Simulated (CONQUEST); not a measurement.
CONQUEST run on SnTe (Fm-3m, 8 atoms in the cell; from Materials Project mp-1883, changed as shown): self-consistent single point.

Level of theory: LDA (PW92), numerical atomic orbitals double-zeta with polarisation (the shipped basis), PseudoDojo norm-conserving potentials made for LDA run with CONQUEST 1.3.

The change in words: volume scaled by 1.01. Reference geometry (Fm-3m):
```xyz
8
Lattice="6.3716 0.0000 0.0000 0.0000 6.3716 0.0000 0.0000 0.0000 6.3716" Properties=species:S:1:pos:R:3 pbc="T T T"
Sn     0.0000     0.0000     0.0000
Sn     0.0000     3.1858     3.1858
Sn     3.1858     0.0000     3.1858
Sn     3.1858     3.1858     0.0000
Te     3.1858     0.0000     0.0000
Te     3.1858     3.1858     3.1858
Te     0.0000     0.0000     3.1858
Te     0.0000     3.1858     0.0000
```

Reference input (self-consistent single point, DFT, LDA (PW92), numerical atomic orbitals double-zeta with polarisation (the shipped basis), PseudoDojo norm-conserving potentials made for LDA): basis = DZP; Diag.MPMeshX, Y, Z = 4 4 4; potentials = PseudoDojo norm-conserving LDA; Grid.GridCutoff = 140 Ha; DM.SolutionMethod = diagon; Diag.kT = 0.003675 Ha; Diag.GammaCentred = true; minE.SCTolerance = 1.0e-07; SC.MaxIters = 100; SC.LinearMixingFactor = 0.3; AtomMove.TypeOfRun = static. This run's input differs from it in these lines:

```diff
@@ -30,14 +30,14 @@
 # file: coords.dat
-     6.371630000      0.000000000      0.000000000
-     0.000000000      6.371630000      0.000000000
-     0.000000000      0.000000000      6.371630000
+     6.392797000      0.000000000      0.000000000
+     0.000000000      6.392797000      0.000000000
+     0.000000000      0.000000000      6.392797000
 8
     0.000000000     0.000000000     0.000000000  1 T T T
-    0.000000000     3.185815000     3.185815000  1 T T T
-    3.185815000     0.000000000     3.185815000  1 T T T
-    3.185815000     3.185815000     0.000000000  1 T T T
-    3.185815000     0.000000000     0.000000000  2 T T T
-    3.185815000     3.185815000     3.185815000  2 T T T
-    0.000000000     0.000000000     3.185815000  2 T T T
-    0.000000000     3.185815000     0.000000000  2 T T T
+    0.000000000     3.196398500     3.196398500  1 T T T
+    3.196398500     0.000000000     3.196398500  1 T T T
+    3.196398500     3.196398500     0.000000000  1 T T T
+    3.196398500     0.000000000     0.000000000  2 T T T
+    3.196398500     3.196398500     3.196398500  2 T T T
+    0.000000000     0.000000000     3.196398500  2 T T T
+    0.000000000     3.196398500     0.000000000  2 T T T
```

The program printed (abridged):

```
    PulayMixSC: Starting Pulay mixing, A_up =  0.300 A_dn =  0.300
    PulayMixSC: Spin non-polarised calculation.
          Harris-Foulkes Energy            :      -732.847450895247789 Ha
          Free Energy (E-TS)               :      -732.848209518787598 Ha
    PulayMixSC: Pulay iteration     1 residual:              0.63546E-03
          Harris-Foulkes Energy            :      -732.828871075485267 Ha
          Free Energy (E-TS)               :      -732.829722787952960 Ha
    PulayMixSC: Pulay iteration     2 residual:              0.32472E-03
          Harris-Foulkes Energy            :      -732.823787448351823 Ha
   [... lines left out ...]
          Free Energy (E-TS)               :      -732.824309015921131 Ha
    PulayMixSC: Pulay iteration     6 residual:              0.29371E-05
          Harris-Foulkes Energy            :      -732.823423594978067 Ha
          Free Energy (E-TS)               :      -732.824308561018029 Ha
    PulayMixSC: Pulay iteration     7 residual:              0.13902E-06
          Harris-Foulkes Energy            :      -732.823423980307780 Ha
          Free Energy (E-TS)               :      -732.824308891361056 Ha
    PulayMixSC: Pulay iteration     8 residual:              0.19790E-07
    PulayMixSC: Reached SCF tolerance of  0.19790E-07 after      8 iterations
      | Number of electrons      =       120.000145
      | GS Energy as E-(1/2)TS   =      -732.823866435834475 Ha
      | Free Energy as E-TS      =      -732.824308891361056 Ha
      |* Harris-Foulkes energy   =      -732.823423980307780 Ha
      |* DFT total energy        =      -732.823423980284588 Ha

    force: Forces on atoms (Ha/A )
    force:  Atom   X              Y              Z
    force:     1  -0.0000000000  -0.0000000000  -0.0000000000
   [... zero for the other atoms too ...]

    force: Maximum force :        0.00000000(Ha/A ) on atom         6 in z direction
    force: Force Residual:        0.00000000 Ha/A
    force: Total stress:          2.98848020     0.00000000     0.00000000 GPa
                            -0.00000000     2.98848020    -0.00000000
                             0.00000000    -0.00000000     2.98848020
    force: Average pressure:     -2.98848020 GPa

    get_E_and_F: Change in energy during last step of electronic optimisation: -0.38533E-06
```

The run converged in 8 iterations. CONQUEST prints the stress tensor with tension positive. Against the reference run the free energy goes up by 5.8 meV/atom and the pressure goes from -2.68 to -2.99 GPa.

Spin-orbit coupling is left out, which matters for bands and gaps with elements this heavy. The program uses no crystal symmetry, so grid and mesh can part values that symmetry would make equal. The atom-centred basis is finite, which shifts total energies and pressures against plane waves. The structure comes from a collection of computed structures, made at another level of theory; the collection holds predicted forms beside known ones. No clean gap shows at this smearing width and mesh (spacing up to 0.25 Å⁻¹); the mesh is coarse for partly filled bands, so the values carry mesh errors. Semi-local functionals can close small gaps.

Cost on one core: very roughly 70 core-seconds.
